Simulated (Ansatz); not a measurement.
TiO2:
```yaml
crystal:
  lattice:
    - [4.80445, 0.00000, 0.00000]
    - [0.00000, 4.86676, 0.00000]
    - [-0.86515, 0.00000, 4.96648]
  atoms:
    - { symbol: Ti, position: [0.27700, 0.44548, 0.71460] }
    - { symbol: Ti, position: [0.72300, 0.55452, 0.28540] }
    - { symbol: Ti, position: [0.72300, 0.94548, 0.78540] }
    - { symbol: Ti, position: [0.27700, 0.05452, 0.21460] }
    - { symbol: O, position: [0.44635, 0.74204, 0.96328] }
    - { symbol: O, position: [0.55365, 0.25796, 0.03672] }
    - { symbol: O, position: [0.55365, 0.24204, 0.53672] }
    - { symbol: O, position: [0.44635, 0.75796, 0.46328] }
    - { symbol: O, position: [0.06348, 0.32225, 0.35236] }
    - { symbol: O, position: [0.93652, 0.67775, 0.64764] }
    - { symbol: O, position: [0.93652, 0.82225, 0.14764] }
    - { symbol: O, position: [0.06348, 0.17775, 0.85236] }
```

Cartesian axes are those of the cell as given.

Question: Give the high-frequency dielectric tensor and the Born effective charge tensors of the independent atoms from DFPT, r²SCAN in the plane-wave PAW code Ansatz.

Answer: 
ε∞:
```
6.96  0.00  0.19
0.00  7.19  0.00
0.19  0.00  6.51
```
Z* of atom 1 (Ti), rows: field, columns: displacement, in e:
```
 5.68   0.50   0.10
 0.33   5.76  -0.03
 0.08  -0.41   4.94
```
Z* of atom 5 (O), rows: field, columns: displacement, in e:
```
-2.53  -0.58  -0.05
-0.53  -2.80  -0.52
 0.01  -0.33  -2.57
```
Z* of atom 9 (O), rows: field, columns: displacement, in e:
```
-3.15   1.48  -0.04
 1.79  -2.96  -0.82
-0.09  -0.82  -2.36
```

Static charges for comparison (Bader): Ti1 +2.34, O5 -1.21, O9 -1.13 e. Born charges measure polarisation by displacement and can exceed these by far.

Space group P2_1/c. The workflow started from a Materials Project entry (that database holds measured and hypothetical structures alike); the Crystallography Open Database files this formula in space group No. 14, but the cells were not matched. It is not the phase usual at ambient conditions (space group No. 61, 136, 141). Symmetry was held in the r²SCAN relaxation; its stability against distortions is not shown here. The run is not spin-polarised.

Potentials: the earlier of the program's two PAW sets.
